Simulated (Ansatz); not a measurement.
**LaBi in the CsCl-type structure**

Level of theory: DFT, PBEsol, scalar-relativistic, no spin polarisation; plane waves to 420 eV with PAW datasets (Ansatz 0.2.0), 8×8×8 k-mesh, Gaussian smearing of 0.05 eV. The datasets are Ansatz's generated set soft_2.

```cif
data_structure
_symmetry_space_group_name_H-M 'P 1'
_symmetry_Int_Tables_number 1
_cell_length_a 3.9839
_cell_length_b 3.9839
_cell_length_c 3.9839
_cell_angle_alpha 90.000
_cell_angle_beta 90.000
_cell_angle_gamma 90.000
_cell_volume 63.23
loop_
_atom_site_label
_atom_site_type_symbol
_atom_site_fract_x
_atom_site_fract_y
_atom_site_fract_z
_atom_site_occupancy
La1 La 0.00000 0.00000 0.00000 1
Bi1 Bi 0.50000 0.50000 0.50000 1
```

This is a trial structure: such lanthanide and actinide compounds mostly take the rock-salt structure.

The cell above was scaled in volume, its shape and atoms being fixed by the lattice's symmetry. Energies are counted from the cell above.

The cell is relaxed to zero pressure at this level.

```csv
V (Å³/atom),ΔE (meV/atom),P (GPa)
30.35,9.1,2.5
30.98,2.1,1.1
31.62,0.0,-0.1
32.25,2.4,-1.1
32.88,8.7,-2.1
```

Task: What do the points give for the equilibrium volume, the bulk modulus and its pressure derivative (third-order Birch–Murnaghan)?

Result: V0 = 31.58 Å³/atom, B0 = 57 GPa, B0′ = 5.1.

B0·V0 = 56.7 GPa × 31.58 Å³ = 11.17 eV/atom sets the scale: near the minimum ΔE ≈ ½ B0 V0 x², with x = V/V0 − 1, and a pressure of 0.6 GPa squeezes the volume by about 1 %. At the ends of the curve: x = −3.9 % predicts 8.4 meV/atom and the run gives 9.1; x = +4.1 % predicts 9.5 meV/atom and the run gives 8.7. The curve is steeper than the parabola on the compressed side and flatter on the expanded side: the bulk modulus rises with pressure.

For elements this heavy, spin–orbit coupling would shift levels and gaps; it isn't included here. A displaced or strained copy of the relaxed cell lay 2.5 meV/atom lower, so the structure isn't a true minimum at this level, unless the mesh, which matters in a metal, makes it so.
